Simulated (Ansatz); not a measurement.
Mg₂H₆Ru:
```
Mg2H6Ru
1.0
    0.00000     3.25867     3.25867
    3.25867     0.00000     3.25867
    3.25867     3.25867     0.00000
Mg H Ru
2 6 1
Direct
  0.75000   0.75000   0.75000
  0.25000   0.25000   0.25000
  0.74413   0.74413   0.25587
  0.25587   0.25587   0.74413
  0.25587   0.74413   0.74413
  0.74413   0.25587   0.25587
  0.74413   0.25587   0.74413
  0.25587   0.74413   0.25587
  0.00000   0.00000   0.00000
```

Relaxed with LDA.

Task: Give the optical modes at the zone centre with their infrared and Raman activity from DFPT, LDA (plane waves, PAW; program Ansatz).

Result: Transverse frequencies, without the LO–TO term; a row sums one degenerate level.

```
ω (cm⁻¹)  degeneracy  IR ((D/Å)²/amu)  Raman (Å⁴/amu)  activity  symmetry
--------  ----------  ---------------  --------------  --------  --------
174                3             0.00               0    silent       T1g
193                3            40.27               0        IR       T1u
219                3             0.00             6.4     Raman       T2g
754                3             0.00               0    silent       T2u
812                3             0.00            1800     Raman       T2g
830                3             9.91               0        IR       T1u
1788               3            59.40               0        IR       T1u
1963               2             0.00             150     Raman        Eg
2011               1             0.00            8500     Raman       A1g
```

Task: How high does the top mode go among those that the LO–TO term moves?

Result: 1819 cm⁻¹ for q along x.

Space group Fm-3m. The first step of the workflow began from a Materials Project structure, measured or hypothetical; the Crystallography Open Database copy checked does not list it. Its standing as an ambient phase is unchecked. Symmetry was held in the LDA relaxation; phonons on a q-mesh show no instability. No spin polarisation was allowed.

Potentials: the later of the program's two PAW sets.
